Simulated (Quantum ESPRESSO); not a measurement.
Kohn-Sham bands of CsAu (CsCl type)

```xyz
2
Lattice="4.2828 0.0000 0.0000 0.0000 4.2828 0.0000 0.0000 0.0000 4.2828" Properties=species:S:1:pos:R:3 pbc="T T T"
Cs     0.0000     0.0000     0.0000
Au     2.1414     2.1414     2.1414
```

Cell from Materials Project (mp-2667), symmetrised, no further relaxation. COD (Crystallography Open Database) has an entry of this formula and space group (matched by these alone). Method: PBEsol plane waves in Quantum ESPRESSO 7.5 (PseudoDojo norm-conserving files, 61 Ry, spinors with spin-orbit coupling), Bloch states on a 6×6×6 mesh through Γ, Wannier90 4.0.1. Density: 10×10×10 mesh, cold smearing 0.01 Ry.

Energies are relative to the valence-band maximum; weights are on the orthonormalised atomic waves of the pseudopotential files, averaged over the group. 28 electrons a cell are treated as valence.

### Question
Into which isolated groups do the bands fall, where do they lie and what are they made of?

### Answer
```json
[
 {"bands": "1–2", "from (eV)": "-103.44", "to (eV)": "-103.44", "filling": "filled", "weight on atomic waves": "Au 5s 99 %"},
 {"bands": "3–4", "from (eV)": "-67.14", "to (eV)": "-67.14", "filling": "filled", "weight on atomic waves": "Au 5p 100 %"},
 {"bands": "5–8", "from (eV)": "-50.55", "to (eV)": "-50.55", "filling": "filled", "weight on atomic waves": "Au 5p 100 %"},
 {"bands": "9–10", "from (eV)": "-21.34", "to (eV)": "-21.20", "filling": "filled", "weight on atomic waves": "Cs 5s 97 %"},
 {"bands": "11–12", "from (eV)": "-9.49", "to (eV)": "-9.08", "filling": "filled", "weight on atomic waves": "Cs 5p 97 %"},
 {"bands": "13–16", "from (eV)": "-8.05", "to (eV)": "-7.35", "filling": "filled", "weight on atomic waves": "Cs 5p 97 %"},
 {"bands": "17–28", "from (eV)": "-3.18", "to (eV)": "0.00", "filling": "filled", "weight on atomic waves": "Au 5d 82 %, Au 6s 13 %"}
]
```

The Kohn-Sham gap over both meshes and the path is 0.89 eV.
